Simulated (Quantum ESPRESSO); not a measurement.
KTaO3 is taken in the cubic space group Pm-3m (No. 221), the cubic perovskite structure, Pearson symbol cP5. Lattice parameters: a = b = c = 3.995 Å, α = β = γ = 90.00°. O on 3d is surrounded by 2 Ta at 1.997 Å and 4 K at 2.825 Å (octahedral). K on 1b sees 12 O at 2.825 Å (cuboctahedral). Ta on 1a has 6 O at 1.997 Å (octahedral). (Neighbours: up to the widest gap in distance over summed covalent radii, below 1.35, at either atom; cation-cation contacts left out.)

The geometry is that of Materials Project entry mp-3614, symmetrised and not relaxed again.

Question: What does PBEsol (Quantum ESPRESSO, PseudoDojo norm-conserving, 84 Ry, with spin-orbit coupling) give for the electronic structure near the Fermi level?

Answer: The PBEsol gap is indirect, 2.00 eV, from R to Γ; the smallest direct gap is 2.58 eV. The cell is held in this high symmetry; tilts and polar distortions were not searched.
